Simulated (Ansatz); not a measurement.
GaAs:
Space group P4₂/mnm (No. 136); a = 6.916 Å, b = 6.916 Å, c = 4.004 Å, α = 90.00°, β = 90.00°, γ = 90.00°

```tsv
atom	site	symmetry	x	y	z
Ga	4g	m.2m	0.1760	0.1760	0.5000
As	4f	m.2m	0.3178	0.3178	0.0000
```

Relaxed with PBEsol in the plane-wave PAW code Ansatz. Indices refer to the conventional cell of P4_2/mnm, a = 6.916 Å, b = 6.916 Å, c = 4.004 Å, α = 90.00°, β = 90.00°, γ = 90.00°.

Q: Simulate the powder diffraction pattern (Co Kα, λ = 1.79026 Å; lines above 1 %) up to 2θ = 90°.

A: Simulated powder pattern, Co Kα, λ = 1.79026 Å (kinematic, ideal powder, no thermal factors, no anomalous dispersion; the 30 strongest lines at most, above 1 %, up to 2θ = 90°):

| 2θ (°) | d (Å) | I/Imax (%) | hkl |
|---|---|---|---|
| 21.09 | 4.890 | 21 | (110) |
| 29.94 | 3.465 | 94 | (101) |
| 30.01 | 3.458 | 100 | (200) |
| 42.90 | 2.448 | 28 | (211) |
| 42.95 | 2.445 | 15 | (220) |
| 48.32 | 2.187 | 24 | (310) |
| 53.12 | 2.002 | 26 | (002) |
| 53.24 | 1.998 | 98 | (301) |
| 57.79 | 1.853 | 2.8 | (112) |
| 62.22 | 1.732 | 26 | (202) |
| 62.33 | 1.730 | 48 | (321) |
| 62.36 | 1.729 | 1.4 | (400) |
| 66.62 | 1.630 | 24 | (330) |
| 70.61 | 1.549 | 7.1 | (222) |
| 74.63 | 1.477 | 14 | (312) |
| 82.60 | 1.356 | 3.4 | (510) |
| 86.18 | 1.310 | 5.1 | (103) |
| 86.33 | 1.308 | 1.2 | (402) |
| 86.42 | 1.307 | 19 | (501)+(431) |

The start of the workflow was typed in or built on a structure type; neither database checked (COD, Materials Project) lists it. It is not the phase usual at ambient conditions (space group No. 216). The PBEsol relaxation kept the symmetry of its start; of distortions, only those at the zone centre were tested. The volume moved by 16 % from the start of the relaxation.

Potentials: the later of the program's two PAW sets.
